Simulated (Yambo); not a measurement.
Yambo run on BeS (zinc blende, space group F-43m, No. 216). The wavefunctions are PBE (Quantum ESPRESSO, PseudoDojo norm-conserving, 88 Ry, without SOC) ones on a 6×6×6 mesh (5 occupied bands); a = b = c = 3.4438 Å, α = β = γ = 60.00°.

Yambo input:

```
rim_cut
gw0
dyson
el_el_corr
HF_and_locXC
mpa
em1d
RandQpts= 1000000
RandGvec= 1 Ry
EXXRLvcs= 88 Ry
VXCRLvcs= 352 Ry
Chimod= "HARTREE"
% BndsRnXm
 2 | 62 |
%
NGsBlkXm= 10 Ry
% LongDrXm
 1.0 | 1.0 | 1.0 |
%
EnSampXm= "2l"
EnGridXm= "lP"
% EnRngeXm
 0.0 | 40.0 | eV
%
% ImRngeXm
 2.72114 | 27.21138 | eV
%
% DmRngeXm
 0.02721 | 2.72114 | eV
%
ETStpsXm= 8
IntSolXm= "PT"
% GbndRnge
 1 | 62 |
%
GTermKind= "none"
DysSolver= "n"
ExtendOut
% QPkrange
 1 | 1 | 5 | 6 |
 13 | 13 | 6 | 6 |
%
```

k points by index: 1 = Γ, 13 = X.

Table of the .qp output:

```
#    K-point    Band    Eo [eV]    E [eV]    E-Eo [eV]    Vxc [eV]    Vnlxc [eV]    Sc|Eo [eV]    Sc|E [eV]    dSc/dw|Eo [eV]    Re(Z)    Im(Z)
#
    1    5    0.000000    -1.029764    -1.029764    -13.69819    -16.54512    1.544959    1.817164    -7.188180    0.791033    -0.002198
    1    6    5.669154    6.537061    0.867907    -11.01831    -5.833498    -4.106971    -4.316906    -6.581830    0.805228    -0.001803
    13    6    3.141328    3.566695    0.425367    -9.306821    -5.141944    -3.647918    -3.739510    -5.858979    0.822830    -0.001567
```
(The two width columns are left out.) Convergence of these settings isn't established.

Geometry of the Materials Project entry, not relaxed at this level.
